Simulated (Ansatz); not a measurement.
The relaxed structure here is a generated cell of MoRu: the first start was made by placing the elements on the sites of a structure type, and the end was not matched to a known phase here, so it may be hypothetical.

One starting cell of MoRu (a generated trial cell of MoRu in the AFLOW prototype AB_oC8_65_j_g (as in VIr)) was relaxed twice with Ansatz (plane waves, PAW, scalar-relativistic): with PBEsol at 420 eV and with PBE at 420 eV. The PBEsol result:

```xyz
4
Lattice="3.0374 -3.3307 0.0000 3.0374 3.3307 0.0000 0.0000 0.0000 2.8422" Properties=species:S:1:pos:R:3 pbc="T T T"
Ru     3.0374    -1.9111     1.4211
Ru     3.0374     1.9111     1.4211
Mo     1.7851     0.0000     0.0000
Mo     4.2897     0.0000     0.0000
```

```tsv
quantity	PBEsol	PBE
space group	Cmmm	Cmmm
volume (Å³/atom)	14.38	?
a (Å)	6.075	?
b (Å)	6.661	?
c (Å)	2.842	?
gap (eV, no spin-orbit coupling)	0.00	?
```

Q: What does PBE give for the same quantities?

A: 
- volume (Å³/atom), PBE: 14.84
- a (Å), PBE: 6.123
- b (Å), PBE: 6.747
- c (Å), PBE: 2.874
- gap (eV, no spin-orbit coupling), PBE: 0.00

Both levels end in the same structure; PBE's volume is 3.2 % larger. Neither column is exact.

No spin polarisation in the result.

The run could not lose the symmetry of its start; a randomly shaken copy of 8 atoms returns to this structure.

Ansatz is a program for electronic structure.
